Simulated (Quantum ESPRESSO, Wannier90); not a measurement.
# Tight-binding from DFT: Zn₂SeS (P-4m2)

```xyz
4
Lattice="3.9093 0.0000 0.0000 0.0000 3.9093 0.0000 0.0000 0.0000 5.5221" Properties=species:S:1:pos:R:3 pbc="T T T"
Zn     1.9546     0.0000    -1.3084
Zn     0.0000     1.9546     1.3084
Se     0.0000     0.0000     2.7611
S      1.9546     1.9546     0.0000
```

Materials Project entry mp-1215430; symmetrised, unrelaxed at this level. Not found in the COD (Crystallography Open Database) copy used; not checked further. Computed values, not measurements, from PBEsol: Quantum ESPRESSO (norm-conserving PseudoDojo potentials, cutoff 69 Ry, no spin polarisation, no spin-orbit coupling) on a Γ-centred 8×8×6 mesh, then Wannier90. Density: 8×8×6 mesh, cold smearing 0.01 Ry. Spin-orbit coupling, left out, would split the p-like bands by a few tenths of an eV.

Energies are relative to the valence-band maximum.

**Bands.** A Kohn-Sham gap of 1.49 eV opens above band 31. 6 filled groups are cut off by gaps; the highest, bands 26–31, spans -5.52 to 0.00 eV and is Se 4p 39 %, S 3p 38 %, Zn 3d 9 %.

**Valence functions.** The best of several starts gives 8 functions with Ω_total = 20.04 Å², 97 % of it gauge-invariant: 4 of 2.55 Å² at 0.70 Å from Se; 4 of 2.46 Å² at 0.66 Å from S.

**Model.** 16 functions (Zn sp, Se sp, S sp) from bands 14-15,26-53, frozen to 2.99 eV, reach Ω_I = 26.99 Å² and follow pw.x to 1.9 meV rms (states up to 2.5 eV relative to the valence-band maximum). Bands 16–25 (Zn 3d 94 %) lie between the kept ones and are excluded.

**Frozen window.** Edge, Ω_I and misfit go 2.5 eV, 26.75 Å², 1.6 meV; 3.0 eV, 26.99 Å², 1.9 meV; 4.0 eV, 29.66 Å², 2.0 meV; 5.0 eV, 31.81 Å², 2.1 meV. Ω_I never falls as the edge rises, since each frozen state takes freedom from the choice of the smoothest subspace.

**No window.** Without a frozen window Ω_I drops to 25.88 Å² while the misfit grows to 182 meV: a small spread is no proof of good bands.

**Outer window.** The setting "only the lowest 23 of the kept bands" raises Ω_I to 33.19 Å², as fewer states are left to mix in, and the misfit goes to 1.7 meV.
